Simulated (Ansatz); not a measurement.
Relaxed C (graphite type, space group P6_3/mmc):

```
C
1.0
    2.46498     0.00000     0.00000
   -1.23249     2.13473     0.00000
    0.00000     0.00000     6.72886
C
4
Direct
  0.00000   0.00000   0.25000
  0.00000   0.00000   0.75000
  0.33333   0.66667   0.25000
  0.66667   0.33333   0.75000
```

In this cell atom 1 (C, nearest neighbour C at 1.423 Å; its periodic images, 2.5 Å or more away, move with it) is moved by u·(0.707, 0.707, 0.000) + v·(0.000, 0.000, 1.000); the rest is frozen.

Computed with PBE-D3(BJ) (plane waves to 420 eV, PAW, scalar-relativistic; Ansatz, a first-principles code). k mesh 12×12×4 (Γ-centred), Fermi-Dirac smearing 0.05 eV. E stands for the smeared free energy. Points where atoms come too close for the PAW data are left out (x in tables, blank in figures). With partly filled bands, energies and forces of such displacements shift with the k mesh and the smearing. C was relaxed with its symmetry unable to fall. The PAW data are Ansatz's earlier set. ΔE is measured from the undisplaced structure. Axes are in Å.

**Question.** Predict the ΔE (meV/cell) at all points of the grid u = -0.470, -0.313, -0.157, 0.000, 0.157, 0.313, 0.470 by v = -0.470, -0.313, -0.157, 0.000, 0.157, 0.313, 0.470.

**Answer.** ΔE (meV/cell), with u across and v down:

```csv
v \ u,-0.470,-0.313,-0.157,0.000,0.157,0.313,0.470
-0.470,x,3655,2295,1870,2222,2951,3925
-0.313,x,3330,1413,826,1316,2384,3718
-0.157,x,x,892,205,776,2088,3684
0.000,x,x,722,0,600,1999,3688
0.157,x,x,892,205,776,2088,3684
0.313,x,3330,1413,826,1316,2384,3718
0.470,x,3655,2295,1870,2222,2951,3925
```

(A displaced cell: forces are minus the slopes of the energy, force constants its curvatures, and phonons follow from these.)
